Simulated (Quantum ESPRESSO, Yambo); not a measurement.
At a photon energy of 9.12 eV, RPA with local fields on PBEsol bands shifted by a G0W0 scissor of 2.42 eV (Quantum ESPRESSO and Yambo; 4×4×6 mesh, 93 bands, 3 Ry local-field block, 0.2 eV broadening) gives ε = 4.32 + 2.97i for NH4Br (space group P4/nmm, No. 129), field along x. Axes are Cartesian, with cell vectors (Å) (5.71, 0.00, 0.00), (0.00, 5.71, 0.00), (0.00, 0.00, 4.11).

**Question.** Work out n, κ, the normal-incidence reflectivity, the absorption coefficient and the penetration depth.

**Answer.** 
|ε| = 5.24; n = √((|ε| + ε1)/2) = 2.19, κ = √((|ε| − ε1)/2) = 0.68. R = ((n − 1)² + κ²)/((n + 1)² + κ²) = 0.18. α = 2Eκ/(ħc) with ħc = 197.327 eV nm: 0.0628 per nm = 6.3 × 10⁵ per cm, a 1/e depth of 16 nm. The computed direct gap is 6.65 eV, and the energy scale of the real crystal may differ from it. Excitonic effects are left out, and values at one energy depend on mesh and broadening. The scissor comes from a G0W0 run whose convergence isn't established. Convergence of the RPA response with its 4×4×6 mesh was not tested.

Spin-orbit coupling is not included.

Geometry of the Materials Project entry, not relaxed at this level; primitive cell a = 5.715 Å, b = 5.715 Å, c = 4.107 Å, α = 90.00°, β = 90.00°, γ = 90.00°.

The distance between layers or molecules is the database entry's, not relaxed here. Functionals without dispersion can leave it too large, which widens gaps and weakens the response across layers: the numbers belong to this cell.
